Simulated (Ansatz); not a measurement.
Moment against volume in MnV (Pm-3m)

The reference geometry is a structure as deposited in COD; nothing is relaxed.

Settings: LDA, 11×11×11 k mesh, Fermi–Dirac smearing of 0.05 eV. PAW means Ansatz 0.2.0 on its default frozen-core files; LAPW is all-electron LAPW in Ansatz 0.2.0. Site moments are integrated in spheres about the atoms, whose radii differ between the methods.

The first input and its command:

```yaml
crystal:
  lattice:
    - [2.9, 0.0, 0.0]
    - [0.0, 2.9, 0.0]
    - [0.0, 0.0, 2.9]
  atoms:
    - { symbol: Mn, position: [0.0, 0.0, 0.0], spin: 4.0 }
    - { symbol: V, position: [0.5, 0.5, 0.5], spin: 2.0 }
magnetization:
  spin_polarized: true
kpoints:
  mp_grid: { grid: [11, 11, 11] }
scf:
  occupations: { method: fermi_dirac, width: 0.05 }
hamiltonian:
  xc: lda
  pseudopotentials: { kind: paw }
output:
  forces: true
  stress: true
  eigenvalues: true
  populations: true
  write_density: true
  write_potential: true
  elf: true
  volumetric_format: npy
```

Command: `ansatz run input.yaml --threads 1 --pin off --max-ram 3072MiB --backend cpu --events-out ev --progress --plain --runs-dir out`

The input for «volume scaled by 1.05» by LAPW differs from it in these lines, output keys apart:

```diff
-    - [2.9, 0.0, 0.0]
-    - [0.0, 2.9, 0.0]
-    - [0.0, 0.0, 2.9]
+    - [2.9475494348, 0.0, 0.0]
+    - [0.0, 2.9475494348, 0.0]
+    - [0.0, 0.0, 2.9475494348]
-  pseudopotentials: { kind: paw }
+  pseudopotentials: { kind: all_electron, lapw: { basis_error: 0.0005 } }
```

The cell shown is scaled evenly to other volumes, and every spin-polarised run starts from the same moments.

The search for lower states is left at its default.

**Question.** Over V/V₀ from 0.72 to 1.18, do the moments collapse, and if so where?

**Answer.** The moments are gone at V/V₀ = 1.1 (-36 GPa) and below, and present from 1.18 (-37 GPa) upwards, where the largest is 1.42 μB at first.
```json
{"V/V₀": "0.72", "Å³/atom": "8.78", "M PAW (μB/cell)": "0.00", "M LAPW (μB/cell)": "–", "largest site moment, PAW (μB)": "0.00", "P PAW (GPa)": "106.4", "P LAPW (GPa)": "–", "F − F(unpolarised), PAW (meV/atom)": "0"}
{"V/V₀": "0.8", "Å³/atom": "9.76", "M PAW (μB/cell)": "0.00", "M LAPW (μB/cell)": "0.00", "largest site moment, PAW (μB)": "0.00", "P PAW (GPa)": "47.5", "P LAPW (GPa)": "47.6", "F − F(unpolarised), PAW (meV/atom)": "0"}
{"V/V₀": "0.85", "Å³/atom": "10.37", "M PAW (μB/cell)": "0.00", "M LAPW (μB/cell)": "–", "largest site moment, PAW (μB)": "0.00", "P PAW (GPa)": "22.2", "P LAPW (GPa)": "–", "F − F(unpolarised), PAW (meV/atom)": "0"}
{"V/V₀": "0.9", "Å³/atom": "10.98", "M PAW (μB/cell)": "0.00", "M LAPW (μB/cell)": "0.00", "largest site moment, PAW (μB)": "0.00", "P PAW (GPa)": "3.2", "P LAPW (GPa)": "3.2", "F − F(unpolarised), PAW (meV/atom)": "0"}
{"V/V₀": "0.95", "Å³/atom": "11.58", "M PAW (μB/cell)": "0.00", "M LAPW (μB/cell)": "0.00", "largest site moment, PAW (μB)": "0.00", "P PAW (GPa)": "-11.1", "P LAPW (GPa)": "-11.1", "F − F(unpolarised), PAW (meV/atom)": "0"}
{"V/V₀": "1", "Å³/atom": "12.19", "M PAW (μB/cell)": "0.00", "M LAPW (μB/cell)": "0.00", "largest site moment, PAW (μB)": "0.00", "P PAW (GPa)": "-21.9", "P LAPW (GPa)": "-21.9", "F − F(unpolarised), PAW (meV/atom)": "0"}
{"V/V₀": "1.05", "Å³/atom": "12.80", "M PAW (μB/cell)": "0.00", "M LAPW (μB/cell)": "0.00", "largest site moment, PAW (μB)": "0.00", "P PAW (GPa)": "-29.9", "P LAPW (GPa)": "-29.9", "F − F(unpolarised), PAW (meV/atom)": "0"}
{"V/V₀": "1.1", "Å³/atom": "13.41", "M PAW (μB/cell)": "0.00", "M LAPW (μB/cell)": "–", "largest site moment, PAW (μB)": "0.00", "P PAW (GPa)": "-35.8", "P LAPW (GPa)": "–", "F − F(unpolarised), PAW (meV/atom)": "0"}
{"V/V₀": "1.18", "Å³/atom": "14.39", "M PAW (μB/cell)": "0.22", "M LAPW (μB/cell)": "0.22", "largest site moment, PAW (μB)": "1.42", "P PAW (GPa)": "-36.6", "P LAPW (GPa)": "-36.7", "F − F(unpolarised), PAW (meV/atom)": "-8"}
```

The PAW files were made with PBE; the program remakes their cores once for the run's functional and then keeps them frozen. Under strong compression frozen cores are worth checking against an all-electron run. None of this fixes the real material's magnetic order: only patterns that fit the cell were computed, at zero temperature, with a functional that can overstate moments.
